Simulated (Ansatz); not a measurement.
Ansatz (a program for electronic structure) input:

Ansatz 0.2 input:
```yaml
crystal:
  lattice:
    - [4.6008829246, 0.0, 0.0]
    - [0.0, 2.7168732832, 0.0]
    - [0.0, 0.0, 5.2256433768]
  atoms:
    - { symbol: W, position: [0.25, 0.0, 0.8698134152] }
    - { symbol: W, position: [0.75, 0.0, 0.1301865848] }
    - { symbol: Ag, position: [0.25, 0.5, 0.3640121619] }
    - { symbol: Ag, position: [0.75, 0.5, 0.6359878381] }
kpoints:
  mp_grid: { grid: [7, 11, 6] }
  band_path:
    path:
      - [[0.0, 0.0, 0.0], [0.5, 0.0, 0.0], [0.5, 0.5, 0.0], [0.0, 0.5, 0.0], [0.0, 0.0, 0.0], [0.0, 0.0, 0.5], [0.5, 0.0, 0.5], [0.5, 0.5, 0.5], [0.0, 0.5, 0.5], [0.0, 0.0, 0.5]]  # Γ-X-S-Y-Γ-Z-U-R-T-Z
      - [[0.5, 0.0, 0.0], [0.5, 0.0, 0.5]]  # X-U
      - [[0.0, 0.5, 0.0], [0.0, 0.5, 0.5]]  # Y-T
      - [[0.5, 0.5, 0.0], [0.5, 0.5, 0.5]]  # S-R
    npoints: 6
hamiltonian:
  xc: r2scan
  pseudopotentials: { azcp: { folder: ./paw }, kind: paw_fr }
magnetization: { noncollinear: true, spin_orbit: true }
scf:
  n_extra_bands: 12
  convergence: { dr2_threshold: 0.0000000001 }
  occupations: { method: gaussian, width: 0.05 }
output: { eigenvalues: true }
```

Output (shortened):

```
Pseudopotential: W, paw, valence charge 14
Pseudopotential: Ag, paw, valence charge 19
Functional definition: r2SCAN
non-collinear run that drives no moment, with spin-orbit …
Crystal: 4 atoms, lattice volume = 65.321 Å³
Basis set: ecut = 500 eV, 1667 PW (Γ), exchange–correlation on 144×80×160 points (64 copies of the dense FFT grid, shifted against one another)
Bands: 78, of which v1, the nominal top of the filled ones, is band 66 counted from 1 (65 counted from 0)
Symmetry: 8 space group operations + 8 with time reversal
k-points: 96 of 462
Projection manifold: j_resolved (fully-relativistic pseudo-atomic orbitals)
SCF iter   1: F=—  HF=-35937.906373 eV  |F-HF|=—  |Δ(HF+E_count)|=         —  Δρ=6.27e-2  dr2=2.31e0  dr2_τ=2.21e-2  dr2_m=0.00e0 (ungated)  ethr=3.10e-3  |M|=0.00e0 ∫|m|=0.00e0 μB  |m|>n=0.0e0 m-floor=0.0e0 τ_xc=0.0e0  β_m=0.30  ⟨swp⟩=5.8  Hψ=15590  notcnv=0  defer=38
preconditioner: auto → Kerker (q_TF=auto, 2.733 Å⁻¹)
spin=Noncollinear: Kerker preconditioning applied to the charge; magnetization (m_x, m_y, m_z) channels mix plain (no charge-response kernel on spin).
SCF iter   2: F=—  HF=-35937.688264 eV  |F-HF|=—  |Δ(HF+E_count)|=   2.18e-1  Δρ=4.52e-2  dr2=1.16e0  dr2_τ=7.09e-3  dr2_m=0.00e0 (ungated)  ethr=3.10e-3  |M|=0.00e0 ∫|m|=0.00e0 μB  |m|>n=0.0e0 m-floor=0.0e0 τ_xc=0.0e0  β_m=0.65  ⟨swp⟩=2.0  Hψ=4630  notcnv=0  defer=490
SCF iter   3: F=—  HF=-35937.600668 eV  |F-HF|=—  |Δ(HF+E_count)|=   8.76e-2  Δρ=1.03e-2  dr2=5.96e-2  dr2_τ=1.24e-3  dr2_m=0.00e0 (ungated)  ethr=1.76e-3  |M|=0.00e0 ∫|m|=0.00e0 μB  |m|>n=0.0e0 m-floor=0.0e0 τ_xc=0.0e0  β_m=0.68  ⟨swp⟩=2.0  Hψ=6038  notcnv=0  defer=490
SCF iter   4: F=—  HF=-35937.604966 eV  |F-HF|=—  |Δ(HF+E_count)|=   4.30e-3  Δρ=2.80e-3  dr2=2.51e-3  dr2_τ=7.16e-5  dr2_m=0.00e0 (ungated)  ethr=9.03e-5  |M|=0.00e0 ∫|m|=0.00e0 μB  |m|>n=0.0e0 m-floor=0.0e0 τ_xc=0.0e0  β_m=0.84  ⟨swp⟩=2.0  Hψ=5846  notcnv=0  defer=490
SCF iter   5: F=—  HF=-35937.607538 eV  |F-HF|=—  |Δ(HF+E_count)|=   2.57e-3  Δρ=5.43e-4  dr2=1.49e-4  dr2_τ=2.46e-6  dr2_m=0.00e0 (ungated)  ethr=3.80e-6  |M|=0.00e0 ∫|m|=0.00e0 μB  |m|>n=0.0e0 m-floor=0.0e0 τ_xc=0.0e0  β_m=0.92  ⟨swp⟩=2.1  Hψ=5519  notcnv=0  defer=490
SCF iter   6: F=—  HF=-35937.607773 eV  |F-HF|=—  |Δ(HF+E_count)|=   2.35e-4  Δρ=1.56e-4  dr2=1.82e-5  dr2_τ=2.00e-7  dr2_m=0.00e0 (ungated)  ethr=2.26e-7  |M|=0.00e0 ∫|m|=0.00e0 μB  |m|>n=0.0e0 m-floor=0.0e0 τ_xc=0.0e0  β_m=0.96  ⟨swp⟩=2.0  Hψ=5657  notcnv=0  defer=490
SCF iter   7: F=—  HF=-35937.607788 eV  |F-HF|=—  |Δ(HF+E_count)|=   1.52e-5  Δρ=4.55e-5  dr2=1.85e-6  dr2_τ=9.59e-9  dr2_m=0.00e0 (ungated)  ethr=2.76e-8  |M|=0.00e0 ∫|m|=0.00e0 μB  |m|>n=0.0e0 m-floor=0.0e0 τ_xc=0.0e0  β_m=0.98  ⟨swp⟩=2.0  Hψ=5160  notcnv=0  defer=490
SCF iter   8: F=—  HF=-35937.607790 eV  |F-HF|=—  |Δ(HF+E_count)|=   2.41e-6  Δρ=1.28e-5  dr2=1.46e-7  dr2_τ=7.44e-10  dr2_m=0.00e0 (ungated)  ethr=2.80e-9  |M|=0.00e0 ∫|m|=0.00e0 μB  |m|>n=0.0e0 m-floor=0.0e0 τ_xc=0.0e0  β_m=0.99  ⟨swp⟩=2.0  Hψ=5360  notcnv=0  defer=490
SCF iter  11: F=-35937.607790 eV  HF=-35937.607790 eV  |F-HF|=0.00e0  |Δ(HF+E_count)|=  1.96e-10  Δρ=2.66e-7  dr2=5.89e-11  dr2_τ=7.10e-13  dr2_m=0.00e0 (ungated)  ethr=1.00e-12  |M|=0.00e0 ∫|m|=0.00e0 μB  |m|>n=0.0e0 m-floor=0.0e0 τ_xc=0.0e0  ⟨swp⟩=8.6  Hψ=11946  notcnv=0
SCF 1 converged in 11 iterations: F = -35937.607790 eV  dr2 = 5.89e-11
NSCF: frozen V_eff on 76 k-points
SCF converged after 11 iterations
Magnetization: |M| = 0.0000 μB,  M = (+0.0000, +0.0000, +0.0000) μB
Absolute magnetization: 0.0000 μB (∫|m|)
  site 0: m = (+0.0000, +0.0000, +0.0000) μB, |m| = 0.0000 μB  (R = 1.10 Å)
  site 1: m = (+0.0000, +0.0000, +0.0000) μB, |m| = 0.0000 μB  (R = 1.10 Å)
  site 2: m = (+0.0000, +0.0000, +0.0000) μB, |m| = 0.0000 μB  (R = 1.12 Å)
  site 3: m = (+0.0000, +0.0000, +0.0000) μB, |m| = 0.0000 μB  (R = 1.12 Å)
Free energy (F): -35937.607790 eV
Harris-Foulkes:  -35937.607790 eV  (|F-HF|=0.00e0)
Internal energy: -35937.602419 eV  (E = F + TS)
E sigma→0 (E₀):  -35937.605105 eV
Entropy (-TS):   -0.005371 eV (-1.343 meV/atom)
Fermi energy:    19.857243 eV
--- Per-component energies (eV) ---
  E_band       = -694.179482
  E_kinetic    = 1775.424351
  E_local      = -5421.647591  (includes V_loc(G=0)·N_el)
  E_nonlocal   = 8.588616
  E_hartree    = 2601.990099
  E_xc         = -801.803292
  E_vxc        = -949.763981  (∫ρ·V_xc dr)
  E_paw        = -25092.582004  (= ΣΔE_a)
  E_vpaw       = -1370.013617  (= ΣTr[D̂ρ^β])
  E_aug_tail   = 0.000421  (compensation charges beyond the density's cutoff)
  E_vtau       = 59.252546  (kinetic-family band-sum trace: ∫τ·v_τ [+ j·A + Jᵃ·Aᵃ] dr)
  E_ewald      = -9005.330207
  E_core_change = -2.242813  (= ΣΔE_core)
  E_smearing   = -0.005371  (= −TS)
  E_closure    = 0.000000  (closes the sum)
  Σ components = -35937.607790   (vs F -35937.607790, Δ=0.00e0)
  [band-id]    e_kinetic+e_local+e_nonlocal+2·e_hartree+e_vxc+e_vpaw+e_augmentation_tail+e_vtau = -694.179058   (vs E_band -694.179482, Δ=4.24e-4)
--- Band table (eV; the first three rows and the last of 96) ---
  k-point 0: bands = ["-75.3533", "-75.3533", "-75.3378", "-75.3378", "-55.7923", "-55.7923", "-55.7025", "-55.7025", "-41.4055", "-41.4055", "-41.3627", "-41.3627", "-36.4433", "-36.4433", "-36.3531", "-36.3531", "-36.3212", "-36.3212", "-36.2979", …
  k-point 1: bands = ["-75.3533", "-75.3533", "-75.3378", "-75.3378", "-55.7924", "-55.7924", "-55.7025", "-55.7025", "-41.4055", "-41.4055", "-41.3627", "-41.3627", "-36.4432", "-36.4432", "-36.3529", "-36.3529", "-36.3211", "-36.3211", "-36.2979", …
  k-point 2: bands = ["-75.3532", "-75.3532", "-75.3378", "-75.3378", "-55.7924", "-55.7924", "-55.7025", "-55.7025", "-41.4055", "-41.4055", "-41.3626", "-41.3626", "-36.4430", "-36.4430", "-36.3527", "-36.3527", "-36.3211", "-36.3211", "-36.2979", …
  k-point 95: bands = ["-75.3332", "-75.3332", "-75.3297", "-75.3297", "-55.6854", "-55.6854", "-55.6658", "-55.6658", "-41.4265", "-41.4265", "-41.4177", "-41.4177", "-36.4493", "-36.4493", "-36.4450", "-36.4450", "-36.3729", "-36.3729", "-36.3550", …
```

Cost: very roughly 4 core-minutes on shared cores.

Space group Pmma. The start of the workflow was typed in or built on a structure type; neither database checked (COD, Materials Project) lists it. Whether it is the stable phase at ambient conditions was not checked. Symmetry was held in the r²SCAN relaxation; whether a distortion lowers the energy is not shown. The run is not spin-polarised. Its formation energy is positive at this level, so the cell may be metastable or incomplete.

Potentials: the earlier of the program's two PAW sets.

Ansatz is a plane-wave DFT program.
